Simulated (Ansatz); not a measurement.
Given:

MgS:
```cif
data_Mg4S4
_chemical_formula_sum 'Mg4 S4'
_space_group_name_H-M_alt 'Fm-3m'
_space_group_IT_number 225
_space_group_name_Hall '-F 4 2 3'
_cell_length_a 5.20517
_cell_length_b 5.20517
_cell_length_c 5.20517
_cell_angle_alpha 90.000
_cell_angle_beta 90.000
_cell_angle_gamma 90.000
loop_
_atom_site_label
_atom_site_type_symbol
_atom_site_symmetry_multiplicity
_atom_site_Wyckoff_symbol
_atom_site_fract_x
_atom_site_fract_y
_atom_site_fract_z
_atom_site_occupancy
Mg1 Mg 4 a 0.00000 0.00000 0.00000 1
S1 S 4 b 0.50000 0.50000 0.50000 1
```
(The calculation used a cell of 2 atoms; values per cell refer to that cell.)

This is the r²SCAN-relaxed structure.

**Question.** All from DFT-r²SCAN in the program Ansatz with PAW potentials, unless another level is named. Give the hole effective mass, band 3 of 3 at the edge.

**Answer.** 0.28 along [100], 0.22 along [110], 0.21 along [111] (mₑ).

**Question.** Give the smallest direct gap on the standard path.

**Answer.** 4.64 eV.

**Question.** Predict the band gap.

**Answer.** 3.47 eV (indirect).

**Question.** What about the electron effective mass?

**Answer.** 0.30, 0.30, 0.52 mₑ (principal values).

**Question.** What about the weight of the conduction-edge state by species (Voronoi cells)?

**Answer.** Mg 67 %, S 33 %.

**Question.** Predict the conduction-band minimum.

**Answer.** at X (3 equivalent valleys).

The cell was relaxed with r²SCAN under the symmetry of its start; phonons on a q-mesh show no instability.

Potentials: the earlier of the program's two PAW sets.
